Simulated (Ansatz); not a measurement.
Ni$_{3}$Hg: a run of Ansatz with trial settings.

```yaml
crystal:
  lattice:
    - [3.744911, 0.0, 0.0]
    - [0.0, 3.744911, 0.0]
    - [0.0, 0.0, 3.744911]
  atoms:
    - { symbol: Ni, position: [0.0, 0.5, 0.5], spin: 0.37 }
    - { symbol: Ni, position: [0.5, 0.0, 0.5], spin: 0.37 }
    - { symbol: Ni, position: [0.5, 0.5, 0.0], spin: 0.37 }
    - { symbol: Hg, position: [0.0, 0.0, 0.0] }
basis:
  ecutwfc: 420
  xc_grid: 1
kpoints:
  mp_grid: { grid: [2, 2, 2] }
hamiltonian:
  xc: pbesol
  dispersion: d3bj
scf:
  occupations: { method: gaussian, width: 0.1 }
  lower_state_search: "off"
output:
  forces: true
  stress: true
  eigenvalues: false
  populations: true
magnetization:
  spin_polarized: true
```

Command:

```bash
ansatz run input.yaml --threads 1 --pin off --max-ram 1331MiB --backend cpu --events-out ev --progress --plain --runs-dir out
```

From the log (HF is the Harris–Foulkes energy, dr2 the density residual in eV):

```text
Symmetry: 48 space group operations
Space group: Pm-3m (ITA 221), of the structure as read, at distance tolerance 3.7e-5 Å
k-points: 4 of 8
PAW frozen core: Ni, regenerated for the run's functional, and the local potential with it (the file was generated under x = pbe(κ = 0.804, μ = 0.2195), c = pbe(β = 0.0667))
PAW frozen core: Hg, regenerated for the run's functional, and the local potential with it (the file was generated under x = pbe(κ = 0.804, μ = 0.2195), c = pbe(β = 0.0667))
Initial density: superposition of atomic densities
Starting moments: Σ|m| = 1.11 μB on 3 of 4 sites
SCF iter   1: HF=-31086.909594 eV  Δρ=1.37e-1 (↑7.57e-2 ↓1.37e-1) dr2=2.43e1  dr2_m=6.08e-1  M=0.055 μB ∫|m|=0.167 μB
spin=Collinear: Resta preconditioning applied to the charge; magnetization (m = ρ↑ − ρ↓) channel mixes plain (no charge-response kernel on spin).
SCF iter   2: HF=-31084.838409 eV  Δρ=4.12e-2 (↑3.25e-2 ↓4.12e-2) dr2=2.27e0  dr2_m=4.23e-2  M=0.735 μB ∫|m|=0.832 μB
SCF iter   3: HF=-31084.191945 eV  Δρ=1.64e-2 (↑1.64e-2 ↓1.64e-2) dr2=1.19e0  dr2_m=1.53e-3  M=0.749 μB ∫|m|=0.876 μB
SCF iter   4: HF=-31083.838553 eV  Δρ=1.10e-2 (↑1.10e-2 ↓9.09e-3) dr2=2.09e-1  dr2_m=9.02e-4  M=0.774 μB ∫|m|=0.900 μB
   ...
SCF iter  14: HF=-31083.824179 eV  Δρ=8.65e-5 (↑8.65e-5 ↓4.87e-5) dr2=1.07e-6  dr2_m=1.97e-6  M=1.335 μB ∫|m|=1.481 μB
SCF iter  15: F=-31083.824179 eV  HF=-31083.824179 eV  Δρ=1.33e-5 (↑1.33e-5 ↓8.04e-6) dr2=6.01e-8  dr2_m=3.85e-8  M=1.337 μB ∫|m|=1.482 μB
SCF iter  16: F=-31083.824179 eV  HF=-31083.824179 eV  Δρ=6.44e-6 (↑1.86e-6 ↓6.44e-6) dr2=1.83e-8  dr2_m=4.17e-9  M=1.337 μB ∫|m|=1.482 μB
SCF 1 converged in 16 iterations: F = -31083.824179 eV  dr2 = 1.83e-8
SCF converged after 16 iterations
Magnetization: 1.3369 μB (37.6684 up, 36.3316 down)
Absolute magnetization: 1.4846 μB (∫|ρ↑−ρ↓|, with the PAW one-centre terms)
Per-site moments (μB) at R_I (Å): [(0.4610, 1.0923), (0.4610, 1.0923), (0.4610, 1.0923), (0.0114, 1.0923)]
Free energy (F): -31083.824179 eV
E sigma→0 (E₀):  -31083.813319 eV
Entropy (-TS):   -0.021720 eV (-5.430 meV/atom)
Fermi energy:    17.941728 eV
--- Forces (eV/Å), atoms counted from 1 ---
  atom   1  Ni    -0.00000000     0.00000000     0.00000000
  atom   2  Ni    -0.00000000    -0.00000000    -0.00000000
  atom   3  Ni     0.00000000     0.00000000     0.00000000
  atom   4  Hg    -0.00000000     0.00000000     0.00000000
--- Stress (GPa, compression-positive) ---
      -13.487848       0.000000       0.000000
        0.000000     -13.487848       0.000000
        0.000000       0.000000     -13.487848
  P = ⅓ Tr σ = -13.4878 GPa (-134.878 kbar)
--- Löwdin populations: 4 sites ---
  site symbol q [e]    m [muB]
     0     Ni     17.7748     0.4401
     1     Ni     17.7748     0.4401
     2     Ni     17.7748     0.4401
     3     Hg     19.1288     0.0565
  spilling = 0.020903 (of n_electrons = 74.000000)
```

The inputs are trials, many of them unsound on purpose. Their numbers show the effect of the settings and aren't properties of the material.